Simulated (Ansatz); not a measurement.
## Computed properties of Cd2TeSe

Cd2TeSe:
```yaml
crystal:
  lattice:
    - [4.39909, 0.00000, 0.00000]
    - [0.00000, 4.39909, 0.00000]
    - [0.00000, 0.00000, 6.18486]
  atoms:
    - { symbol: Cd, position: [0.50000, 0.00000, 0.76763] }
    - { symbol: Cd, position: [0.00000, 0.50000, 0.23237] }
    - { symbol: Te, position: [0.00000, 0.00000, 0.50000] }
    - { symbol: Se, position: [0.50000, 0.50000, 0.00000] }
```

Space group P-4m2 (No. 115); conventional cell a = 4.399 Å, b = 4.399 Å, c = 6.185 Å, α = 90.00°, β = 90.00°, γ = 90.00°.

Method: plane-wave PAW LDA (Ansatz code). Geometry: relaxed at this level of theory. Other levels are named where they apply.

### Cell and energy

| Property | Result |
|---|---|
| Volume per atom | 29.92 Å³ |
| Density | 5.99 g/cm³ |
| Formation energy from the elements (no fitted shifts) | -0.44 eV/atom |

### Electronic structure

| Property | Value |
|---|---|
| Band gap | 0.34 eV (direct) |
| Valence-band maximum | at Γ |
| Conduction-band minimum | at Γ |
| Electron effective mass | 0.036, 0.036, 0.039 mₑ (principal values) |
| Hole effective mass, band 1 of 2 at the edge | 3.1 along x, 0.59 along z (mₑ) |
| Hole effective mass, band 2 of 2 at the edge | 0.034 along x, 0.59 along z (mₑ) |

### Mechanics

| Quantity | Value |
|---|---|
| Bulk modulus (Birch–Murnaghan fit) | 51.4 GPa |
| Pressure derivative B′ | 4.7 |
| Elastic constants (relaxed ions, GPa) | C11 = 78.1, C12 = 32.0, C13 = 45.0, C33 = 62.7, C44 = 21.6, C66 = 9.4 |
| Mechanical stability | stable (all eigenvalues of C positive) |
| Hill bulk and shear moduli | 51.4 and 15.6 GPa |
| Young's modulus | 42.6 GPa |
| Poisson's ratio | 0.36 |
| Debye temperature from the elastic constants | 175 K |
| Piezoelectric stress constants (proper, relaxed ions, C/m²) | e15 = -0.07, e24 = 0.07, e31 = -0.06, e32 = 0.06 |

### Phonons

| Quantity | Result |
|---|---|
| Highest zone-centre frequency (without LO–TO term) | 21.9 meV |
| Zone-centre stability | no imaginary mode at Γ |

The first step of the workflow began from a Materials Project structure, measured or hypothetical; the Crystallography Open Database copy checked does not list it. Its standing as an ambient phase is unchecked. The cell was relaxed with LDA under the symmetry of its start. Signs of piezoelectric constants follow the polarity of the cell as given. The references are the lowest solids computed at this level, not always the standard phases. Spin–orbit coupling is left out wherever it is not named.

Potentials: the later of the program's two PAW sets.
